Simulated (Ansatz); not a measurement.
Start of a relaxation of Mg₅O:

```cif
data_structure
_symmetry_space_group_name_H-M 'F-43m'
_symmetry_Int_Tables_number 216
_cell_length_a 7.1497
_cell_length_b 7.1497
_cell_length_c 7.1497
_cell_angle_alpha 90.000
_cell_angle_beta 90.000
_cell_angle_gamma 90.000
_cell_volume 365.48
loop_
_atom_site_label
_atom_site_type_symbol
_atom_site_symmetry_multiplicity
_atom_site_Wyckoff_symbol
_atom_site_fract_x
_atom_site_fract_y
_atom_site_fract_z
_atom_site_occupancy
Mg1 Mg 16 e 0.62500 0.12500 0.87500 1
Mg2 Mg 4 d 0.25000 0.25000 0.75000 1
O1 O 4 a 0.00000 0.00000 0.00000 1
```

Method: DFT PBE, scalar-relativistic, plane waves, PAW (Ansatz). Cutoff 420 eV, Gaussian smearing, Γ-centred meshes. Cell and atoms relax first on a coarse mesh and then on a finer one. In between, the cell is made exact in the group found at 0.06 Å. In metals the finer mesh still leaves noise of several meV/atom or more. The steps can't lower the symmetry of their start. Collinear spin is switched on along the way, since trial moments persisted in a coarse test.

A guess keeps its type if space group and coordination stay and the shape of the cell changes little (axis ratios within about 15 %, angles within 6°); the volume may change.

Task: Does this structure survive the relaxation?

Result: It keeps its type. The symmetry stays F-43m (No. 216). The volume per atom grows by 43.3 %, from 15.2 to 21.8 Å³. The shortest distance goes from 2.53 Å (Mg–Mg) to 2.85 Å (Mg–Mg). Counting neighbours within 15 % of an atom's shortest distance, the start has Mg 6/16, O 16 and the end Mg 6/16, O 16.

Energies over the elements count from the elements' standard structures at the same level (O₂ as a molecule), with no fitted energy shifts.

Task: At what energy does it end?

Result: +0.30 eV/atom. The separate elements lie lower, so it is unstable against them.

The last run used collinear spin, an 8×8×8 mesh for its 6-atom cell and Gaussian smearing of 0.10 eV. Another magnetic order may lie lower. A structure relaxed within its symmetry needn't be a true minimum. Another cell of Mg5O relaxed alike but without spin, in P-6m2, lies 1.00 eV/atom lower, so this cell isn't the stable form at this level.

In counts of neighbours, a slash parts the counts of unlike sites.
